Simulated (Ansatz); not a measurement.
The calculation used Ansatz 0.2.0, DFT PBE, scalar-relativistic, plane waves, PAW. All cells share a 420 eV cutoff and Γ-centred k meshes spaced about 0.3 Å⁻¹ or finer (0.25 for metals, 2π included). No spin polarisation.

A search over trial structures of Al₄B₃Sb gave this relaxed cell.

```
CELL_PARAMETERS angstrom
3.51098 0.00000 0.00000
-1.75549 3.04060 0.00000
0.00000 0.00000 10.48681
ATOMIC_POSITIONS crystal
Al 0.33333 0.66667 0.79008
Al 0.33333 0.66667 0.39364
Al 0.66667 0.33333 0.20992
Al 0.66667 0.33333 0.60636
B 0.00000 0.00000 0.50000
B 0.00000 0.00000 0.32529
B 0.00000 0.00000 0.67471
Sb 0.00000 0.00000 0.00000
```

Wave vectors count in units of this cell's reciprocal vectors.

**Question.** Is it a true minimum?

**Answer.** No. The phonons on a 2×2×1 q mesh of the computed 8-atom cell go imaginary, to 56i cm⁻¹ at q = (0.00, 0.00, 0.00). (Phonon run: 12×12×4 k mesh, Gaussian smearing of 0.10 eV.) With atoms moved at random and symmetry off, it falls by 52 meV/atom into R-3m (No. 166). Conventional cell: a = 3.534 Å, c = 30.477 Å. Around Al on its first site lie 3 B at 2.35 Å, 3 Al at 2.79 Å and 3 Sb at 2.92 Å; Al on its second site is surrounded by 3 B at 2.17 Å, 3 B at 2.31 Å and 3 Al at 2.79 Å; B on a site of symmetry -3m is surrounded by 2 B at 1.84 Å and 6 Al at 2.31 Å; Sb is surrounded by 6 Al at 2.92 Å; 1 more site not described.

```cif
data_structure
_symmetry_space_group_name_H-M 'R-3m:H'
_symmetry_Int_Tables_number 166
_cell_length_a 3.5344
_cell_length_b 3.5344
_cell_length_c 30.4767
_cell_angle_alpha 90.000
_cell_angle_beta 90.000
_cell_angle_gamma 120.000
_cell_volume 329.71
loop_
_atom_site_label
_atom_site_type_symbol
_atom_site_symmetry_multiplicity
_atom_site_Wyckoff_symbol
_atom_site_fract_x
_atom_site_fract_y
_atom_site_fract_z
_atom_site_occupancy
Al1 Al 6 c 0.00000 0.00000 0.73506 1
Al2 Al 6 c 0.00000 0.00000 0.86907 1
B1 B 3 b 0.66667 0.33333 0.83333 1
B2 B 6 c 0.66667 0.33333 0.89354 1
Sb1 Sb 3 a 0.00000 0.00000 0.00000 1
```

Spin–orbit coupling, which can matter for Sb, is left out. Phonons of metals hang on the k mesh and the smearing.
